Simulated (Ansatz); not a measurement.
SrTe (rock salt, Fm-3m), plane-wave PAW LDA (Ansatz code), all energies at zero smearing, with the estimated change up to a 700 eV cutoff added, with one set of potentials and settings (totals compare only within such a set). Cell of 2 atoms (1 Sr, 1 Te): -10275.086 eV.

```tsv
element	reference phase	E (eV/atom)
Sr	Fm-3m, 1 atoms in the cell	-3444.3169
Te	P3_121, 3 atoms in the cell	-6827.2001
```

Formation energy per atom, worked out: (-10275.086 − 1×(-3444.3169) − 1×(-6827.2001))/2 = -1.785 eV/atom (-172 kJ per mol of atoms), at 0 K, without zero-point energy or fitted corrections.

Symmetry was held in the LDA relaxation. The references are the lowest solids computed at this level, not always the standard phases. Spin–orbit coupling is left out wherever it is not named.

Potentials: the later of the program's two PAW sets.
